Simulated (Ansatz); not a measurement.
CoPdO₂:
```cif
data_Co3O6Pd3
_chemical_formula_sum 'Pd3 Co3 O6'
_space_group_name_H-M_alt 'R-3m :H'
_space_group_IT_number 166
_space_group_name_Hall '-R 3 2"'
_cell_length_a 2.82576
_cell_length_b 2.82576
_cell_length_c 17.75396
_cell_angle_alpha 90.000
_cell_angle_beta 90.000
_cell_angle_gamma 120.000
loop_
_atom_site_label
_atom_site_type_symbol
_atom_site_symmetry_multiplicity
_atom_site_Wyckoff_symbol
_atom_site_fract_x
_atom_site_fract_y
_atom_site_fract_z
_atom_site_occupancy
Pd1 Pd 3 a 0.00000 0.00000 0.00000 1
Co1 Co 3 b 0.00000 0.00000 0.50000 1
O1 O 6 c 0.00000 0.00000 0.11264 1
```
(The calculation used a cell of 4 atoms; values per cell refer to that cell.)

Relaxed with r²SCAN.

Question: Which orbitals make up the states near the Fermi level in the program Ansatz at the r²SCAN level (PAW)?

Answer: Within 0.5 eV of the Fermi level: Pd 4d 57 %, Co 3d 15 %, O 2p 14 %, outside the projected shells 10 %. Projections are on Löwdin-orthogonalised atomic valence shells; empty p or d shells of many metals are not among them.

Question: Tabulate the density of states.

Answer: States/eV per cell of 4 atoms, in 0.25 eV bins, energy from the Fermi level.

| E (eV) | total | O 2p | Pd 4d | Co 3d |
|---|---|---|---|---|
| -7.85 | 2.94 | 2.08 | 0.29 | 0.42 |
| -7.60 | 2.72 | 1.99 | 0.32 | 0.31 |
| -7.35 | 2.64 | 1.90 | 0.26 | 0.38 |
| -7.10 | 2.48 | 1.80 | 0.15 | 0.42 |
| -6.85 | 1.28 | 0.91 | 0.11 | 0.21 |
| -6.60 | 2.17 | 1.46 | 0.24 | 0.38 |
| -6.35 | 3.51 | 2.26 | 0.44 | 0.72 |
| -6.10 | 3.61 | 2.31 | 0.29 | 0.93 |
| -5.85 | 4.41 | 2.92 | 0.29 | 1.11 |
| -5.60 | 1.72 | 1.16 | 0.17 | 0.33 |
| -5.35 | 2.77 | 1.86 | 0.46 | 0.37 |
| -5.10 | 3.81 | 2.37 | 0.85 | 0.41 |
| -4.85 | 3.30 | 2.23 | 0.64 | 0.31 |
| -4.60 | 2.96 | 1.91 | 0.68 | 0.28 |
| -4.35 | 2.81 | 1.22 | 1.29 | 0.22 |
| -4.10 | 2.54 | 0.90 | 1.39 | 0.17 |
| -3.85 | 2.51 | 0.87 | 1.40 | 0.13 |
| -3.60 | 2.20 | 0.76 | 1.30 | 0.08 |
| -3.35 | 1.14 | 0.18 | 0.91 | 0.04 |
| -3.10 | 1.46 | 0.13 | 1.16 | 0.12 |
| -2.85 | 3.05 | 0.25 | 2.37 | 0.34 |
| -2.60 | 3.15 | 0.40 | 2.27 | 0.40 |
| -2.35 | 4.73 | 0.62 | 3.34 | 0.64 |
| -2.10 | 6.47 | 0.39 | 4.05 | 1.92 |
| -1.85 | 7.64 | 0.39 | 3.55 | 3.59 |
| -1.60 | 5.49 | 0.41 | 1.63 | 3.35 |
| -1.35 | 8.17 | 0.83 | 1.60 | 5.56 |
| -1.10 | 6.58 | 1.22 | 1.49 | 3.68 |
| -0.85 | 3.84 | 0.85 | 1.34 | 1.55 |
| -0.60 | 0.93 | 0.07 | 0.73 | 0.07 |
| -0.35 | 0.39 | 0.06 | 0.23 | 0.03 |
| -0.10 | 0.43 | 0.06 | 0.26 | 0.03 |
| 0.15 | 0.58 | 0.09 | 0.34 | 0.06 |
| 0.40 | 1.43 | 0.20 | 0.74 | 0.31 |
| 0.65 | 1.96 | 0.34 | 1.02 | 0.40 |
| 0.90 | 0.25 | 0.04 | 0.05 | 0.12 |
| 1.15 | 0.79 | 0.14 | 0.03 | 0.50 |
| 1.40 | 1.56 | 0.36 | 0.06 | 0.94 |
| 1.65 | 3.34 | 0.92 | 0.11 | 2.01 |
| 1.90 | 4.85 | 1.62 | 0.21 | 2.77 |
| 2.15 | 4.63 | 1.77 | 0.24 | 2.49 |
| 2.40 | 0.67 | 0.27 | 0.03 | 0.35 |
| 2.65 | 0.00 | 0.00 | 0.00 | 0.00 |
| 2.90 | 0.00 | 0.00 | 0.00 | 0.00 |
| 3.15 | 0.00 | 0.00 | 0.00 | 0.00 |
| 3.40 | 0.10 | 0.01 | 0.01 | 0.00 |
| 3.65 | 0.27 | 0.03 | 0.04 | 0.01 |
| 3.90 | 1.01 | 0.10 | 0.11 | 0.03 |
| 4.15 | 1.34 | 0.15 | 0.15 | 0.05 |
| 4.40 | 1.62 | 0.21 | 0.17 | 0.07 |
| 4.65 | 1.64 | 0.22 | 0.17 | 0.08 |

Symmetry was held in the r²SCAN relaxation. The workflow began spin-polarised and lost its moments. No Hubbard U is applied. The compound may be a true metal, but semilocal functionals without U, or a wrong spin order, can also close a gap. Scalar-relativistic: spin–orbit coupling is off unless named, which matters more the heavier the elements.

Potentials: the later of the program's two PAW sets.
